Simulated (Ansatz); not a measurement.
Hf (diamond, space group No. 227) under volume change, plane-wave PAW PBE (Ansatz code), scaled uniformly.

```json
[
 {"V (Å³/atom)": "31.804", "E − E(relaxed) (meV/atom)": "28.7", "P (GPa)": "3.11"},
 {"V (Å³/atom)": "32.852", "E − E(relaxed) (meV/atom)": "12.2", "P (GPa)": "1.95"},
 {"V (Å³/atom)": "33.901", "E − E(relaxed) (meV/atom)": "2.9", "P (GPa)": "0.91"},
 {"V (Å³/atom)": "34.949", "E − E(relaxed) (meV/atom)": "0.0", "P (GPa)": "0.00"},
 {"V (Å³/atom)": "35.998", "E − E(relaxed) (meV/atom)": "2.7", "P (GPa)": "-0.82"},
 {"V (Å³/atom)": "37.046", "E − E(relaxed) (meV/atom)": "10.6", "P (GPa)": "-1.59"},
 {"V (Å³/atom)": "38.095", "E − E(relaxed) (meV/atom)": "23.5", "P (GPa)": "-2.33"}
]
```

Question: What does a third-order Birch–Murnaghan fit give for V₀, B₀ and B′?

Answer: V₀ = 34.95 Å³/atom, B₀ = 29.7 GPa, B′ = 2.3.

Space group Fd-3m (diamond). The start of the workflow was typed in or built on a structure type; neither database checked (COD, Materials Project) lists it. It is not the phase usual at ambient conditions (space group No. 194). The PBE relaxation kept the symmetry of its start; whether a distortion lowers the energy is not shown. The run is not spin-polarised. Spin–orbit coupling is left out wherever it is not named.

Potentials: the later of the program's two PAW sets.
